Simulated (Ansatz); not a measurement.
A: VBiO4 (scheelite type, space group I4_1/a), a = b = 5.1660 Å, c = 11.7795 Å, α = β = γ = 90.00°
B: SiC (wurtzite), a = 3.0919 Å, b = 3.0919 Å, c = 5.0742 Å, α = 90.00°, β = 90.00°, γ = 120.00°
C: CdSe (wurtzite), a = b = 4.3829 Å, c = 7.1547 Å, α = β = 90.00°, γ = 120.00°
D: WC (WC type, space group P-6m2), a = 2.922 Å, b = 2.922 Å, c = 2.847 Å, α = 90.00°, β = 90.00°, γ = 120.00°

Scan: energy against volume (even scaling of the relaxed cell, symmetry kept). All come from one method, each on a k mesh of its own. All were relaxed with their symmetry unable to fall. Spin-orbit coupling is left out. The PAW data are Ansatz's earlier set. This is one of several known forms of VBiO4; the measured ambient cells at hand have space group No. 15 or 60. VBiO4 is run without spin polarisation. WC is run without spin polarisation. At some points atoms come closer than 0.75 of their covalent radii's sum; values there are unchecked.

Order them by bulk modulus at fixed cell shape (fitted) (lowest first) at the level PBE (plane waves to 420 eV, PAW, scalar-relativistic; Ansatz, a first-principles code).

C (44.6 GPa), A (123 GPa), B (214 GPa), D (386 GPa)

(Under strain, the slope of the energy per volume gives the stress and its curvature an elastic modulus.)
